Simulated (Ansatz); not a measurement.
Mg$_{3}$Sb$_{2}$:
```cif
data_Mg3Sb2
_chemical_formula_sum 'Sb2 Mg3'
_space_group_name_H-M_alt 'P-3m1'
_space_group_IT_number 164
_space_group_name_Hall '-P 3 2"'
_cell_length_a 4.56806
_cell_length_b 4.56806
_cell_length_c 7.24331
_cell_angle_alpha 90.000
_cell_angle_beta 90.000
_cell_angle_gamma 120.000
loop_
_atom_site_label
_atom_site_type_symbol
_atom_site_symmetry_multiplicity
_atom_site_Wyckoff_symbol
_atom_site_fract_x
_atom_site_fract_y
_atom_site_fract_z
_atom_site_occupancy
Sb1 Sb 2 d 0.33333 0.66667 0.22872 1
Mg1 Mg 1 a 0.00000 0.00000 0.00000 1
Mg2 Mg 2 d 0.66667 0.33333 0.36635 1
```

Relaxed at zero pressure with plane-wave PAW r²SCAN (Ansatz code).

Task: The volume is lowered by 3 % and shape and atoms relax at that volume. What pressure results, and how do the axes share the change?

Result: 1.5 GPa; a -1.0 %, b -1.0 %, c -1.1 %; the energy rises by 4 meV/atom.

Task: Give the new structure.

Result: 
Space group P-3m1 (No. 164); a = b = 4.5244 Å, c = 7.1621 Å, α = β = 90.00°, γ = 120.00°

```tsv
atom	site	symmetry	x	y	z
Sb	2d	3m.	0.3333	0.6667	0.2271
Mg	1a	-3m.	0.0000	0.0000	0.0000
Mg	2d	3m.	0.6667	0.3333	0.3666
```

The phase is kept; no other phase was compared at this pressure.

Symmetry was held in the r²SCAN relaxation. Spin–orbit coupling is left out wherever it is not named.

Potentials: the later of the program's two PAW sets.
